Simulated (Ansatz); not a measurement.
KLiCl2, ordered on the rocksalt lattice (R-3m) with 4 atoms a cell, relaxed with r2SCAN, was run in Ansatz 0.2.0 under altered settings. All numbers are computed, without spin polarisation but where a row says otherwise.

```
Li K Cl
1.0
     1.98890    1.14829    6.81797
    -1.98890    1.14829    6.81797
     0.00000   -2.29658    6.81797
Li K Cl
1 1 2
Direct
  0.00000 0.00000 0.00000
  0.50000 0.50000 0.50000
  0.26525 0.26525 0.26525
  0.73475 0.73475 0.73475
```

The base run's other keys:
```yaml
kpoints:
  mp_grid: { grid: [4, 4, 4] }
hamiltonian:
  xc: hse06
scf:
  occupations: { method: fixed }
  n_extra_bands: 5
```

It takes 11 iterations with 1829 plane waves at 420 eV and 13 k points, and leaves a mean stress of +0.34 GPa. The gap over this mesh is 6.644 eV. It ran on 4 threads of Arm Neoverse V1, with other jobs on the host.

Outcomes, with energy and stress as changes against the base:

| setting | outcome | ΔF (meV/atom) | Δ mean stress (GPa) | gap on the mesh (eV) | iterations | wall time |
| --- | --- | --- | --- | --- | --- | --- |
| PBE hybrid, exx coeff 1.0, unscreened | converged | – | -1.6 | 13.785 | 19 | 20 s |
| PBE hybrid, exx coeff 0.15, omega 0.1 1/Å | converged | – | +0.2 | 6.319 | 11 | 14 s |
| scf.occupations: gaussian 0.05 | converged | 0.0 | 0.0 | 6.644 | 11 | 15 s |

A dash marks a value that wasn't obtained or can't be compared. Stress is positive in compression. The base took 15 s.

- PBE hybrid, exx coeff 1.0, unscreened. That is 100 % exact exchange, at all ranges, against HSE06's 25 % screened at 0.208 1/Å. The mean stress moves by -1.6 GPa and the gap on the mesh by +7.141 eV (to 13.785). Totals of different functionals aren't comparable.
- PBE hybrid, exx coeff 0.15, omega 0.1 1/Å. That is 15 % exact exchange, screened with ω = 0.1 1/Å, against HSE06's 25 % screened at 0.208 1/Å. The mean stress moves by +0.2 GPa and the gap on the mesh by -0.325 eV (to 6.319). Totals of different functionals aren't comparable. The program warns that on this mesh the truncation of the exchange isn't bounded, so part of the change can be an error of the mesh.

Within 1 meV an atom, 0.1 GPa and 0.005 eV of the base stay: scf.occupations: gaussian 0.05.

The stress of a hybrid is loosely converged in these runs.
